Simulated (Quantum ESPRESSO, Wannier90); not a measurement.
## Wannierisation of AgI (P4/nmm)

```yaml
crystal:
  lattice:
    - [4.47139, 0.00000, 0.00000]
    - [0.00000, 4.47139, 0.00000]
    - [0.00000, 0.00000, 6.64540]
  atoms:
    - { symbol: Ag, position: [0.00000, 0.00000, 0.00000] }
    - { symbol: Ag, position: [0.50000, 0.50000, 0.00000] }
    - { symbol: I, position: [0.00000, 0.50000, 0.72082] }
    - { symbol: I, position: [0.50000, 0.00000, 0.27918] }
```

Materials Project entry mp-567809; symmetrised, unrelaxed at this level. Not found in the COD (Crystallography Open Database) copy used, which has the formula in other groups; not checked further. Level: PBEsol, no spin polarisation, no spin-orbit coupling; pw.x of Quantum ESPRESSO at 66 Ry with PseudoDojo potentials, 4×4×4 k-points, Wannier90. Density: 8×8×6 mesh, cold smearing 0.01 Ry. The cell is built of weakly bound layers, chains or molecules, whose nearest atoms lie 4.31 Å apart. Database cells relaxed without dispersion often hold them too far apart, which can enlarge gaps and weakens couplings between them; spacing and stacking were not compared with the measured crystal. Spin-orbit coupling is left out although heavy elements are present.

Functional, cutoff and mesh named above are those of the base row (66); the first column says what each row takes instead. Model: 18 functions from bands 9-26, start SCDM (isolated) (the valence bands). Energies are relative to the valence-band maximum; the misfit is to pw.x on a path, for all bands of the set. Only the plane-wave cutoff changes (density cutoff four times as high). Ω_total can sit in another minimum from row to row; Ω_I of an isolated set cannot. A star marks runs that hit the step limit.

```json
[
 {"ecutwfc (Ry)": "33", "Ω_I (Å²)": "20.16", "Ω_total (Å²)": "23.32*", "rms misfit (meV)": "21", "gap (eV)": "1.350", "ΔE to highest cutoff (meV/atom)": "11670.1", "plane waves a k-point, about (cost)": "2900", "rough cost of nscf and overlaps (first row = 1)": "1.0"},
 {"ecutwfc (Ry)": "41", "Ω_I (Å²)": "19.89", "Ω_total (Å²)": "23.00", "rms misfit (meV)": "9.6", "gap (eV)": "1.369", "ΔE to highest cutoff (meV/atom)": "4089.9", "plane waves a k-point, about (cost)": "4000", "rough cost of nscf and overlaps (first row = 1)": "1.6"},
 {"ecutwfc (Ry)": "50", "Ω_I (Å²)": "19.79", "Ω_total (Å²)": "22.88", "rms misfit (meV)": "6.2", "gap (eV)": "1.365", "ΔE to highest cutoff (meV/atom)": "1084.6", "plane waves a k-point, about (cost)": "5400", "rough cost of nscf and overlaps (first row = 1)": "2.1"},
 {"ecutwfc (Ry)": "66", "Ω_I (Å²)": "19.76", "Ω_total (Å²)": "22.86", "rms misfit (meV)": "5.7", "gap (eV)": "[?]", "ΔE to highest cutoff (meV/atom)": "[?]", "plane waves a k-point, about (cost)": "8100", "rough cost of nscf and overlaps (first row = 1)": "4"},
 {"ecutwfc (Ry)": "82", "Ω_I (Å²)": "19.76", "Ω_total (Å²)": "22.86", "rms misfit (meV)": "5.8", "gap (eV)": "1.352", "ΔE to highest cutoff (meV/atom)": "0.7", "plane waves a k-point, about (cost)": "11000", "rough cost of nscf and overlaps (first row = 1)": "4"},
 {"ecutwfc (Ry)": "103", "Ω_I (Å²)": "19.76", "Ω_total (Å²)": "22.86", "rms misfit (meV)": "5.8", "gap (eV)": "1.352", "ΔE to highest cutoff (meV/atom)": "0.0", "plane waves a k-point, about (cost)": "16000", "rough cost of nscf and overlaps (first row = 1)": "6"}
]
```

**Question.** Fill in the missing entries.

**Answer.** 
- 66, gap (eV): 1.353
- 66, ΔE to highest cutoff (meV/atom): 54.3
